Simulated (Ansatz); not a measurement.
Input:

Sb₂Pd:
```
Sb2Pd
1.0
    6.46470     0.00000     0.00000
    0.00000     6.46470     0.00000
    0.00000     0.00000     6.46470
Sb Pd
8 4
Direct
  0.37269   0.37269   0.37269
  0.62731   0.62731   0.62731
  0.12731   0.62731   0.87269
  0.87269   0.37269   0.12731
  0.87269   0.12731   0.62731
  0.12731   0.87269   0.37269
  0.62731   0.87269   0.12731
  0.37269   0.12731   0.87269
  0.00000   0.00000   0.00000
  0.50000   0.00000   0.50000
  0.50000   0.50000   0.00000
  0.00000   0.50000   0.50000
```

This is the PBEsol-relaxed structure.

Task: All from PBEsol (plane waves, PAW; program Ansatz), unless another level is named. Estimate the electronic character.

Result: metallic (no gap).

Task: What about the formation energy from the elements (no fitted shifts)?

Result: -0.37 eV/atom.

Task: What about the density of states at the Fermi level?

Result: 0.28 states/eV per atom (mean over ±0.08 eV).

Task: What about the gap with spin–orbit coupling?

Result: none (metallic).

Space group Pa-3. The first step of the workflow began from a Materials Project structure, measured or hypothetical; the Crystallography Open Database files this formula in space group No. 205, but the cells were not matched. Its standing as an ambient phase is unchecked. Symmetry was held in the PBEsol relaxation; its stability against distortions is not shown here. No spin polarisation was allowed. The references are the lowest solids computed at this level, not always the standard phases. Spin–orbit coupling is left out wherever it is not named.

Potentials: the later of the program's two PAW sets.
